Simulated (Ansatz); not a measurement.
Name crystals whose computed values (DFT-r²SCAN in the program Ansatz with PAW potentials) fall in these windows: Θ_D (K) 370 to 470; highest Γ mode, no LO–TO term (cm⁻¹) 230 to 310; B₀ by P(V) fit (GPa) 35 to 43.



```json
[
 {"crystal": "Mg, hcp (Mg type)", "Θ_D (K)": "420", "highest Γ mode, no LO–TO term (cm⁻¹)": "269", "B₀ by P(V) fit (GPa)": "39.6"}
]
```
Others may fit too.

The cell was relaxed under the symmetry of its start.

Potentials: the earlier of the program's two PAW sets.
